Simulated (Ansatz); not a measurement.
This run works on a generated trial structure, not on a known crystal.

Input and command of a plane-wave DFT calculation in Ansatz:

```yaml
crystal:
  lattice:
    - [4.8016942763, 0.0, 0.0]
    - [0.0, 4.8016942763, 0.0]
    - [0.0, 0.0, 5.0552173057]
  atoms:
    - { symbol: Hf, position: [0.2506257057, 0.2506257057, 0.2517013754] }
    - { symbol: Hf, position: [0.7493742943, 0.7493742943, 0.2517013754] }
    - { symbol: Hf, position: [0.7493742943, 0.2506257057, 0.7482986246] }
    - { symbol: Hf, position: [0.2506257057, 0.7493742943, 0.7482986246] }
    - { symbol: O, position: [0.0, 0.0, 0.0] }
    - { symbol: O, position: [0.0, 0.0, 0.5] }
    - { symbol: O, position: [0.5, 0.5, 0.0] }
basis:
  ecutwfc: 500
kpoints:
  mp_grid: { grid: [6, 6, 6] }
hamiltonian:
  xc: r2scan
scf:
  occupations: { method: gaussian, width: 0.1 }
output:
  forces: true
  stress: true
  eigenvalues: true
```

```bash
ansatz run input.yaml --threads 1 --pin off --max-ram 2560MiB --backend cpu --events-out ev --progress --plain --runs-dir out
```

Processor: Arm Neoverse V2, 1 thread, on a host shared with other jobs.

Problem. How long does it run, and how much memory does it take?

Solution. About 89 s, peak memory 0.69 GiB. It solves 74 bands at 40 k points (after reduction by symmetry) with about 2987 plane waves, in 10 SCF iterations.
